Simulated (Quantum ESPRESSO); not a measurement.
# One change at a time to Au3Hf3RuZr

Calculated results; nothing here was measured. They come from Quantum ESPRESSO 7.5, a public plane-wave density functional program. Each row is one single-point run on a made-up periodic cell of eight metal atoms, with elements, volume, strain and displacements drawn at random and not relaxed, so a cell may be unstable or far from any real phase. There is no spin polarisation or spin-orbit coupling.

Settings: PBE unless stated; PseudoDojo standard norm-conserving files; Fermi-Dirac width 0.25 eV, which means electrons at about 2900 K; cutoff 1143 eV; 8 x 5 x 3 k mesh shifted half a step off Gamma. E is the free energy of the whole cell (internal energy minus TS), so a -TS column is already part of it. Stress is positive in tension, and the pressure P is minus a third of its trace.

Checks: one run of this series was repeated at a higher cutoff and on a denser mesh, which moved values by no more than 0.006 eV, 0.22 GPa and 0.006 eV/Å, and a second program with other atomic files agreed on it to 2 % rms in force and 0.5 GPa in pressure. Known limits: heavy elements are run without spin-orbit coupling, which real alloys of them have; a spin test at this wide smearing found no moment, but such smearing suppresses magnetism that the real alloy may have.

The lattice is hexagonal close-packed, and the cell vectors in Å are (-2.966, 0.000, 0.000); (0.000, 5.138, 0.000); (1.483, -2.569, -9.847), a volume of 150.10 Å³ in run 1. The elements on sites 1 to 8 are Hf Hf Zr Au Hf Ru Au Au. Each later run makes one change to run 1 and keeps the rest. E is counted from run 1, and is n/a where other atomic files have another zero of energy.

```
run                           change  V (Å³)  P (GPa)  -TS (eV)  rms force (eV/Å)  largest change of a force component (eV/Å)  E (eV)
  1                             none  150.10     4.55    -1.516             0.611                                       0.000   0.000
  2          sites 2 and 8 exchanged  150.10     4.56    -1.585             0.618                                       2.470   0.591
  3    all lengths scaled by +1.33 %  156.17    -0.88    -1.578             0.546                                       0.184  -0.067
  4           PBEsol in place of PBE  150.10    -1.87    -1.518             0.586                                       0.101     n/a
  5                     Sc on site 7  150.10     8.50    -1.725             0.496                                       0.954     n/a
  6  site 1 moved by +0.21 Å along y  150.10     5.71    -1.465             1.146                                       2.501       ?
```

## Worked estimate

Along the move dE = -F dx. The force on site 1 along y is -1.032 eV/Å in run 1 and -3.532 eV/Å in run 6, and the move is +0.21 Å, so the mean force times the move gives an estimate.

## Withheld value

Question: what E should run 6 give?

The estimate is 0.479 eV. The calculation gave 0.458 eV. The mean of two end points misses the curvature of the force.
